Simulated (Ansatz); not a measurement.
SrIr2:
```
SrIr2
1.0
    0.00000     3.84835     3.84835
    3.84835     0.00000     3.84835
    3.84835     3.84835     0.00000
Ir Sr
4 2
Direct
  0.12500   0.12500   0.12500
  0.62500   0.12500   0.12500
  0.12500   0.12500   0.62500
  0.12500   0.62500   0.12500
  0.50000   0.50000   0.50000
  0.75000   0.75000   0.75000
```

Relaxed with r²SCAN.

Map the electron localisation function on the plane through (0.125, 0.125, 0.125) spanned by u = [1, 0, 0] and v = [-1, 1, 1] in lattice vectors, from DFT-r²SCAN in the program Ansatz with PAW potentials.

x is the fraction of u, y of v (the angle between them is 90°; rows are the nearest grid lines); atoms in the plane: Ir at (0.00, 0.00), Ir at (0.50, 0.00), Sr at (0.75, 0.38), Sr at (0.25, 0.62).
```
|3577423323676336763233247753|
|7776423333577778753233246877|
|7775333333467776532233234677|
|3344333333444332223333332223|
|3322100001123333443333344333|
|3210001100011233443333334433|
|1002689997410023333343333321|
|0158998789972002333333333210|
|0279973258984001333333333210|
|0389961038996100122222222100|
|0169999999983000000000000000|
|0027999999851000001222110000|
|0000112221000001589999997200|
|0000000000000003899999999610|
|0012222222210016998301699830|
|0123333333331004898523799720|
|0123333333332002799878998510|
|1233333433333200147999862001|
|3344333333443321100011000123|
|3334433333443333211000012233|
|3222333333222334443333334433|
|7764323322356777643333335777|
|7786423323578777753333246777|
|3577423323676336763233247753|
```
Scale: ten equal steps from 0.020 (start of '0') to 0.871 (end of '9'), in the order '0123456789'; x runs from 0.000 to 1.00, y from 0.000 (bottom) to 1.00 (top).

The density is the valence pseudo-density with augmentation charge, so density and ELF within about 1 Å of a nucleus are not all-electron values.

Space group Fd-3m (cubic Laves (MgCu2 type)). The workflow started from an entry of the Crystallography Open Database (COD). Its standing as an ambient phase is unchecked. The r²SCAN relaxation kept the symmetry of its start; whether a distortion lowers the energy is not shown. The run is not spin-polarised. Spin–orbit coupling is left out wherever it is not named.

Potentials: the later of the program's two PAW sets.
